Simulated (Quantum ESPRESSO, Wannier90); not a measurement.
# LiH (rock salt): Wannier90 run

```
begin unit_cell_cart
ang
    0.0000000000    2.0086200000    2.0086200000
    2.0086200000    0.0000000000    2.0086200000
    2.0086200000    2.0086200000    0.0000000000
end unit_cell_cart
begin atoms_frac
Li   0.0000000000  0.0000000000  0.0000000000
H    0.5000000000  0.5000000000  0.5000000000
end atoms_frac
```

Cell from Materials Project (mp-23703), symmetrised, no further relaxation. COD (Crystallography Open Database) has an entry of this formula and space group (matched by these alone). Level: PBEsol, no spin polarisation, no spin-orbit coupling; pw.x of Quantum ESPRESSO at 60 Ry with PseudoDojo potentials, 12×12×12 k-points, Wannier90. Density: 14×14×14 mesh, cold smearing 0.01 Ry.

Band 2 is isolated and gives one Wannier function a cell (H2 1s 78 %, Li1 2s 19 %; spread 1.47 Å²). Its on-site energy is ε = -2.395 eV relative to the valence-band maximum, and its hoppings t(R) = t(−R) to the nearer images are (images within this range that aren't listed have |t| under 5 meV):

| R (lattice vectors; −R alike) | distance (Å) | t (eV) |
|---|---|---|
| 0 0 1 | 2.84 | -0.366 |
| 0 1 -1 | 2.84 | -0.366 |
| 0 1 0 | 2.84 | -0.366 |
| 1 -1 0 | 2.84 | -0.366 |
| 1 0 -1 | 2.84 | -0.366 |
| 1 0 0 | 2.84 | -0.366 |
| 1 -1 -1 | 4.02 | 0.104 |
| 1 -1 1 | 4.02 | 0.104 |
| 1 1 -1 | 4.02 | 0.104 |
| 0 1 -2 | 4.92 | 0.038 |
| 0 1 1 | 4.92 | 0.038 |
| 0 2 -1 | 4.92 | 0.038 |
| 1 -2 0 | 4.92 | 0.038 |
| 1 -2 1 | 4.92 | 0.038 |
| 1 0 -2 | 4.92 | 0.038 |
| 1 0 1 | 4.92 | 0.038 |
| 1 1 -2 | 4.92 | 0.038 |
| 1 1 0 | 4.92 | 0.038 |
| 2 -1 -1 | 4.92 | 0.038 |
| 2 -1 0 | 4.92 | 0.038 |
| 2 0 -1 | 4.92 | 0.038 |

### Question
Work out the band energy at Γ, X, U, K from these numbers.

### Answer
For one orbital E(k) = ε + Σ_R 2 t(R) cos(2π k·R), the sum over the listed R.
- Γ, k = (0.000, 0.000, 0.000): E = -2.395 + (-0.366)·(12.00) + (0.104)·(6.00) + (0.038)·(24.00) = -5.25 eV; pw.x: -5.52 eV
- X, k = (0.500, 0.000, 0.500): E = -2.395 + (-0.366)·(-4.00) + (0.104)·(6.00) + (0.038)·(-8.00) = -0.61 eV; pw.x: 0.00 eV
- U, k = (0.625, 0.250, 0.625): E = -2.395 + (-0.366)·(-3.66) + (0.104)·(2.00) + (0.038)·(4.00) = -0.70 eV; pw.x: -0.53 eV
- K, k = (0.375, 0.375, 0.750): E = -2.395 + (-0.366)·(-3.66) + (0.104)·(2.00) + (0.038)·(4.00) = -0.70 eV; pw.x: -0.53 eV

At these points the listed shells miss the plane-wave band by up to 0.61 eV, of a width of 5.52 eV on the path. With all its hoppings the model misses the band by 12 meV at worst on the whole path, so most of the miss comes from the hoppings not listed.
